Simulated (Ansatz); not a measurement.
# Notes on a calculation: Ba (bcc)

**The experiment.** The Crystallography Open Database holds a measured cell of cubic Ba (space group Im-3m) at 5 K (1963): a = 5.000 Å, 62.50 Å³/atom.

Computed with Ansatz (plane waves, PAW, 420 eV cutoff): LDA, scalar-relativistic, no spin polarisation, 12×12×12 k-mesh, Gaussian smearing of 0.05 eV; PAW files: Ansatz's generated set soft_2.

Starting cell, 1 % over the database's volume:

```cif
data_structure
_symmetry_space_group_name_H-M 'P 1'
_symmetry_Int_Tables_number 1
_cell_length_a 4.3474
_cell_length_b 4.3474
_cell_length_c 4.3474
_cell_angle_alpha 109.471
_cell_angle_beta 109.471
_cell_angle_gamma 109.471
_cell_volume 63.25
loop_
_atom_site_label
_atom_site_type_symbol
_atom_site_fract_x
_atom_site_fract_y
_atom_site_fract_z
_atom_site_occupancy
Ba1 Ba 0.00000 0.00000 0.00000 1
```

The first steps of the search for zero pressure:

```csv
run,level,k-mesh,kind,V (Å³/atom),P (GPa),gap on the mesh (eV)
1,LDA,12×12×12,fixed cell,63.25,-1.3,metal
```

(1) At which volume does LDA reach zero pressure?

Answer:

(1) 53.64 Å³/atom, about 15.2 % under the start.

The steps that followed:

```csv
run,level,k-mesh,kind,V (Å³/atom),P (GPa),E − E(final) (meV/atom),gap on the mesh (eV)
2,LDA,12×12×12,fixed cell,62.71,-1.2,40.3,metal
3,LDA,12×12×12,fixed cell,56.43,-0.5,5.0,metal
4,LDA,12×12×12,fixed cell,53.64,0.0,0.0,metal
```

Cell and atoms are those of this level's equilibrium.

The final structure (symmetry read at 0.01 Å). It takes space group Im-3m (No. 229, cubic). Conventional cell: a = 4.752 Å, b = 4.752 Å, c = 4.752 Å, α = 90.00°, β = 90.00°, γ = 90.00°. Ba (site symmetry m-3m) is surrounded by 8 Ba at 4.12 Å. (Neighbours are counted to 15 % beyond the shortest distance.)

```tsv
atom	site	symmetry	x	y	z
Ba	2a	m-3m	0.0000	0.0000	0.0000
```

At the final geometry the gap, band path included, is zero (metallic). 

**Against experiment.** LDA gives 4.752 Å and 53.64 Å³/atom, −14.2 % in volume (−5.0 % in length) from the database's cell. LDA overbinds and usually gives cells that are too small.

Spin–orbit coupling, which matters for such heavy elements, is left out.
